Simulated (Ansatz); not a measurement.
Mo2C:
```cif
data_C4Mo8
_chemical_formula_sum 'Mo8 C4'
_space_group_name_H-M_alt 'Pbcn'
_space_group_IT_number 60
_space_group_name_Hall '-P 2n 2ab'
_cell_length_a 4.70773
_cell_length_b 6.00388
_cell_length_c 5.17719
_cell_angle_alpha 90.000
_cell_angle_beta 90.000
_cell_angle_gamma 90.000
loop_
_space_group_symop_operation_xyz
  'x, y, z'
  '-x, -y, -z'
  '-x+1/2, -y+1/2, z+1/2'
  'x+1/2, y+1/2, -z+1/2'
  'x+1/2, -y+1/2, -z'
  '-x+1/2, y+1/2, z'
  '-x, y, -z+1/2'
  'x, -y, z+1/2'
loop_
_atom_site_label
_atom_site_type_symbol
_atom_site_symmetry_multiplicity
_atom_site_Wyckoff_symbol
_atom_site_fract_x
_atom_site_fract_y
_atom_site_fract_z
_atom_site_occupancy
Mo1 Mo 8 d 0.25476 0.37816 0.07980 1
C1 C 4 c 0.00000 0.62309 0.25000 1
```

Relaxed with PBEsol.

### Question
Which orbitals make up the states near the Fermi level in PBEsol in the plane-wave PAW code Ansatz?

### Answer
Within 0.5 eV of the Fermi level: Mo 4d 91 %, C 2p 6 %. Projections are on Löwdin-orthogonalised atomic valence shells; empty p or d shells of many metals are not among them.

### Question
Tabulate the density of states.

### Answer
States/eV per cell of 12 atoms, in 0.25 eV bins, energy from the Fermi level.

| E (eV) | total | Mo 4d | C 2p | Mo 5s |
|---|---|---|---|---|
| -7.85 | 0.00 | 0.00 | 0.00 | 0.00 |
| -7.60 | 0.00 | 0.00 | 0.00 | 0.00 |
| -7.35 | 0.55 | 0.25 | 0.22 | 0.04 |
| -7.10 | 5.71 | 2.62 | 2.35 | 0.49 |
| -6.85 | 7.84 | 3.52 | 3.20 | 0.73 |
| -6.60 | 7.20 | 3.20 | 2.94 | 0.68 |
| -6.35 | 6.81 | 2.96 | 2.85 | 0.64 |
| -6.10 | 6.62 | 3.02 | 2.76 | 0.52 |
| -5.85 | 6.83 | 3.21 | 2.90 | 0.41 |
| -5.60 | 8.92 | 4.36 | 3.90 | 0.33 |
| -5.35 | 7.79 | 3.84 | 3.44 | 0.23 |
| -5.10 | 9.67 | 4.63 | 4.35 | 0.30 |
| -4.85 | 10.14 | 4.84 | 4.61 | 0.29 |
| -4.60 | 9.57 | 4.86 | 4.10 | 0.21 |
| -4.35 | 7.02 | 4.02 | 2.47 | 0.23 |
| -4.10 | 6.14 | 4.14 | 1.42 | 0.34 |
| -3.85 | 5.65 | 4.32 | 0.82 | 0.34 |
| -3.60 | 7.84 | 6.31 | 0.87 | 0.44 |
| -3.35 | 9.81 | 8.08 | 0.78 | 0.67 |
| -3.10 | 11.96 | 10.00 | 0.76 | 0.80 |
| -2.85 | 9.18 | 7.78 | 0.53 | 0.56 |
| -2.60 | 7.53 | 6.36 | 0.42 | 0.50 |
| -2.35 | 8.15 | 6.95 | 0.45 | 0.47 |
| -2.10 | 10.67 | 9.15 | 0.54 | 0.60 |
| -1.85 | 11.30 | 9.58 | 0.66 | 0.61 |
| -1.60 | 8.36 | 6.82 | 0.54 | 0.56 |
| -1.35 | 5.18 | 4.25 | 0.29 | 0.34 |
| -1.10 | 4.31 | 3.85 | 0.21 | 0.13 |
| -0.85 | 5.35 | 4.84 | 0.25 | 0.12 |
| -0.60 | 6.10 | 5.52 | 0.29 | 0.12 |
| -0.35 | 6.40 | 5.83 | 0.32 | 0.10 |
| -0.10 | 6.02 | 5.50 | 0.32 | 0.08 |
| 0.15 | 6.94 | 6.30 | 0.44 | 0.08 |
| 0.40 | 7.98 | 7.19 | 0.54 | 0.10 |
| 0.65 | 10.28 | 9.18 | 0.78 | 0.12 |
| 0.90 | 9.71 | 8.69 | 0.71 | 0.13 |
| 1.15 | 9.92 | 8.97 | 0.62 | 0.13 |
| 1.40 | 10.24 | 9.35 | 0.53 | 0.15 |
| 1.65 | 10.57 | 9.75 | 0.50 | 0.14 |
| 1.90 | 10.29 | 9.42 | 0.47 | 0.19 |
| 2.15 | 11.21 | 10.12 | 0.59 | 0.24 |
| 2.40 | 9.65 | 8.71 | 0.49 | 0.21 |
| 2.65 | 6.52 | 5.59 | 0.45 | 0.23 |
| 2.90 | 5.67 | 4.37 | 0.64 | 0.30 |
| 3.15 | 7.18 | 5.05 | 1.03 | 0.51 |
| 3.40 | 5.32 | 3.48 | 0.92 | 0.31 |
| 3.65 | 4.09 | 2.59 | 0.82 | 0.18 |
| 3.90 | 2.58 | 1.53 | 0.57 | 0.09 |
| 4.15 | 4.21 | 2.34 | 1.21 | 0.15 |
| 4.40 | 7.62 | 4.11 | 2.51 | 0.34 |
| 4.65 | 8.69 | 4.57 | 3.01 | 0.43 |

The workflow started from a Materials Project entry (that database holds measured and hypothetical structures alike); the Crystallography Open Database files this formula in space group No. 60, but the cells were not matched. Its standing as an ambient phase is unchecked. The cell was relaxed with PBEsol under the symmetry of its start; whether a distortion lowers the energy is not shown. The run is not spin-polarised. Scalar-relativistic: spin–orbit coupling is off unless named, which matters more the heavier the elements.

Potentials: the earlier of the program's two PAW sets. The files were generated under PBE; for other functionals the program regenerates the frozen cores, and for LDA and PBEsol the local potential too.
